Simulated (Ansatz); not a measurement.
ZrTa:
```yaml
crystal:
  lattice:
    - [4.64804, 0.00000, 0.00000]
    - [0.00000, 3.49961, 0.00000]
    - [0.00000, 0.00000, 4.89364]
  atoms:
    - { symbol: Ta, position: [0.25000, 0.00000, 0.80614] }
    - { symbol: Ta, position: [0.75000, 0.00000, 0.19386] }
    - { symbol: Zr, position: [0.25000, 0.50000, 0.27638] }
    - { symbol: Zr, position: [0.75000, 0.50000, 0.72362] }
```

Relaxed with PBEsol. Special points in fractions of this cell's reciprocal vectors: Γ (0.000, 0.000, 0.000); X (0.500, 0.000, 0.000); S (0.500, 0.500, 0.000); Y (0.000, 0.500, 0.000); Z (0.000, 0.000, 0.500); U (0.500, 0.000, 0.500); R (0.500, 0.500, 0.500); T (0.000, 0.500, 0.500).

### Question
List the band energies nearest the Fermi level at these points for plane-wave PAW PBEsol (Ansatz code).

### Answer
In eV from the Fermi level; about four levels below and three above (degenerate sets whole), none deeper than 8.9 eV; … stands for higher levels left out; points with the same levels are listed once.

```csv
k,below,above
Γ,-3.36 -3.13 -1.64 -1.41,0.64 0.73 0.76
X,-1.40 -1.40 -0.71 -0.71,0.40 0.40 0.90 0.90
S,-0.36 -0.36 -0.29 -0.29,2.95 2.95 …
Y,-1.38 -1.27 -1.12 -0.46,0.48 0.92 1.31
Z,-1.02 -0.98 -0.68 -0.31,0.39 0.42 1.44
U,-1.01 -1.01 -0.69 -0.69,0.33 0.33 1.14 1.14
R,-1.03 -1.03 -1.01 -1.01,1.53 1.53 1.55 1.55
T,-1.67 -0.90 -0.87 -0.61,0.25 0.57 0.71
```

Space group Pmma. The start of the workflow was typed in or built on a structure type; neither database checked (COD, Materials Project) lists it. Whether it is the stable phase at ambient conditions was not checked. The cell was relaxed with PBEsol under the symmetry of its start; its stability against distortions is not shown here. The run is not spin-polarised. Its formation energy is positive at this level, so the cell may be metastable or incomplete. Scalar-relativistic: spin–orbit coupling is off unless named, which matters more the heavier the elements.

Potentials: the earlier of the program's two PAW sets. The files were generated under PBE; for other functionals the program regenerates the frozen cores, and for LDA and PBEsol the local potential too.
